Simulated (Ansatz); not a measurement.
# NiRh (R-3m): the held moment from field and pressure

```yaml
crystal:
  lattice:
    - [1.31413, 0.75871, 4.11171]
    - [-1.31413, 0.75871, 4.11171]
    - [0.00000, -1.51742, 4.11171]
  atoms:
    - { symbol: Ni, position: [0.00000, 0.00000, 0.00000] }
    - { symbol: Rh, position: [0.50000, 0.50000, 0.50000] }
```

The source of the geometry is a structure from the Materials Project; atoms and cell stay fixed.

Functional, mesh and filling: PBEsol, 15×15×15 k mesh, Fermi–Dirac smearing of 0.05 eV. PAW means Ansatz 0.2.0 on its default frozen-core files. Site moments are integrated in spheres about the atoms. Start moments (μB): Ni1 1.5, Rh2 1.

The free run ends with 0.98 μB per cell. Further runs hold the cell's moment M by two Fermi levels; B is half their difference over μB, positive where the field raises M. Some of them:

| M (μB/cell) | B (T) | ΔF over the free run (meV/cell) | pressure (GPa) |
| --- | --- | --- | --- |
| 0.39 | -114 | 4.5 | -3.4 |
| 0.88 | -91 | 0.3 | -2.4 |
| 1.27 | 526 | 3.9 | -1.4 |

Q: Another run of the series gave B (T) = -170, ΔF over the free run (meV/cell) = 2.8, pressure (GPa) = -3.1. Which moment was held?
A. 0.20
B. 0.78
C. 0.59
D. 1.12

A: C. M (μB/cell) = 0.59.

Q: Another run of the series gave B (T) = -51, ΔF over the free run (meV/cell) = 5.4, pressure (GPa) = -3.6. Which moment was held?
A. 0.20
B. 0.78
C. 0.59
D. 1.12

A: A. M (μB/cell) = 0.20.

The whole series:

| M (μB/cell) | B (T) | ΔF over the free run (meV/cell) | pressure (GPa) |
| --- | --- | --- | --- |
| 0.20 | -51 | 5.4 | -3.6 |
| 0.39 | -114 | 4.5 | -3.4 |
| 0.59 | -170 | 2.8 | -3.1 |
| 0.78 | -148 | 1.0 | -2.7 |
| 0.88 | -91 | 0.3 | -2.4 |
| 1.12 | 206 | 0.8 | -1.8 |
| 1.27 | 526 | 3.9 | -1.4 |

The PAW files were made with PBE; the program remakes their cores once for the run's functional and then keeps them frozen. The Ansatz runs typed with the search for lower states off end where their start leads. None of this fixes the real material's magnetic order: only patterns that fit the cell were computed, at zero temperature, with a functional that can overstate moments.
